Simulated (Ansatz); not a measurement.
# BeSb: start and end of a relaxation

The guess for BeSb was made by a generator: LuHg type (Pm-3m) distorted into a subgroup (P4mm, No. 99) (cell multiple 2; largest shift (Å) 0.20). Lengths were set from tabulated atomic sizes, so they are only a guess.

start.cif

```cif
data_structure
_symmetry_space_group_name_H-M 'P4mm'
_symmetry_Int_Tables_number 99
_cell_length_a 3.2205
_cell_length_b 3.2205
_cell_length_c 3.3393
_cell_angle_alpha 90.000
_cell_angle_beta 90.000
_cell_angle_gamma 90.000
_cell_volume 34.63
loop_
_atom_site_label
_atom_site_type_symbol
_atom_site_symmetry_multiplicity
_atom_site_Wyckoff_symbol
_atom_site_fract_x
_atom_site_fract_y
_atom_site_fract_z
_atom_site_occupancy
Be1 Be 1 b 0.50000 0.50000 0.56135 1
Sb1 Sb 1 a 0.00000 0.00000 0.93865 1
```

The calculation used DFT PBE, scalar-relativistic, plane waves, PAW (Ansatz). Cutoff 420 eV, Gaussian smearing, Γ-centred meshes. Cell and atoms relax first on a coarse mesh and then on a finer one. In between, the cell is made exact in the group found at 0.06 Å. In metals the finer mesh still leaves noise of several meV/atom or more. The steps can't lower the symmetry of their start. No spin polarisation.

end.cif

```cif
data_structure
_symmetry_space_group_name_H-M 'P4/mmm'
_symmetry_Int_Tables_number 123
_cell_length_a 3.6605
_cell_length_b 3.6605
_cell_length_c 3.0088
_cell_angle_alpha 90.000
_cell_angle_beta 90.000
_cell_angle_gamma 90.000
_cell_volume 40.32
loop_
_atom_site_label
_atom_site_type_symbol
_atom_site_symmetry_multiplicity
_atom_site_Wyckoff_symbol
_atom_site_fract_x
_atom_site_fract_y
_atom_site_fract_z
_atom_site_occupancy
Be1 Be 1 d 0.50000 0.50000 0.50000 1
Sb1 Sb 1 b 0.00000 0.00000 0.50000 1
```

The symmetry goes from P4mm (No. 99) to P4/mmm (No. 123). The volume per atom grows by 16.4 %, from 17.3 to 20.2 Å³. The shortest distance goes from 2.60 Å (Be–Sb) to 2.59 Å (Be–Sb). The energy falls by about 0.17 eV/atom (the start's value is from the coarse mesh). The end is written in a standard setting, so origin, axes and order of atoms can differ from the start's.

| Property | Result |
| --- | --- |
| Volume per atom | 20.16 Å³ |
| Density | 5.39 g/cm³ |
| Energy over the elements | +0.60 eV/atom |
| Gap on the 16×16×18 mesh of the 2-atom cell | 0 eV (a metal) |

The zero of energy is the elements' standard structures at the same level; no fitted shifts are applied. A positive value: parting into the elements would lower its energy.

The last run used Gaussian smearing of 0.10 eV. These runs have no spin–orbit coupling, which can matter for Sb. Symmetry constrained the relaxation, so the result can be a saddle point. In all, the 4 runs took 5.4 min on 1 thread of Arm Neoverse V2 (shared host).
